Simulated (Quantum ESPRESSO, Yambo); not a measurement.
PbTe (rock salt, space group Fm-3m, No. 225): static response along x against the Γ-centred k mesh (Yambo on LDA (Quantum ESPRESSO, PseudoDojo norm-conserving, 82 Ry, no spin-orbit coupling) bands; 53 bands, 4 Ry block). The smallest direct LDA gap is 0.73 eV.

```
k mesh  ε(0), independent particles  ε(0), RPA with local fields  rough Yambo cost
------  ---------------------------  ---------------------------  ----------------
4×4×4                          40.4                         37.4         about 1/4
6×6×6                          30.8                         28.2         about 1/3
8×8×8                          30.6                         28.0                 1
```

The last step changes the RPA value by 0.9 %. Electronic response only; costs are rough.

Geometry of the Materials Project entry, not relaxed at this level; primitive cell a = b = c = 4.626 Å, α = β = γ = 60.00°.
